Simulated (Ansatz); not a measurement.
Relaxed-ion elastic tensor of Ga in space group Cmcm (No. 63; Ga on 8g) in GPa (Voigt order), PBEsol (plane waves, PAW; program Ansatz); density 5.83 g/cm³, 19.87 Å³ per atom.

```tsv
	1	2	3	4	5	6
1	116	36.6	38.6	0.0	0.0	0.0
2	36.6	78.7	29.9	0.0	0.0	0.0
3	38.6	29.9	79.5	0.0	0.0	0.0
4	0.0	0.0	0.0	34.2	0.0	0.0
5	0.0	0.0	0.0	0.0	29.5	0.0
6	0.0	0.0	0.0	0.0	0.0	31.2
```

Is the crystal mechanically stable?

Yes: the smallest eigenvalue of C is 29.5 GPa.

Work out the Voigt, Reuss and Hill averages.

K_V = 53.8, K_R = 51.5, K_H = 52.6; G_V = 30.2, G_R = 29.6, G_H = 29.9 GPa.

Give Young's modulus, Poisson's ratio, Pugh's ratio and the universal anisotropy index.

E = 9KG/(3K + G) = 75.5 GPa; ν = 0.26; K/G = 1.76 (near the Pugh limit of 1.75, no verdict); A_U = 5G_V/G_R + K_V/K_R − 6 = 0.15.

Estimate the sound speeds and the Debye temperature.

v_l = √((K + 4G/3)/ρ) = 3980 m/s, v_t = √(G/ρ) = 2270 m/s, mean 2520 m/s; Θ = (h/k)(3n/4πV)^(1/3) v_m = 277 K.

How much does each axis shrink under pressure?

Linear compressibilities β_i = Σ_j S_ij (j = 1 to 3): x 3.5, y 8.1, z 7.8 per TPa.

The first step of the workflow began from a Materials Project structure, measured or hypothetical; the Crystallography Open Database files this formula in space group No. 63, but the cells were not matched. It is not the phase usual at ambient conditions (space group No. 64). The cell was relaxed with PBEsol under the symmetry of its start; of distortions, only those at the zone centre were tested. As this level gives no gap, shear constants depend on the k-mesh and smearing (Fermi–Dirac, 0.1 eV here).

Potentials: the earlier of the program's two PAW sets.
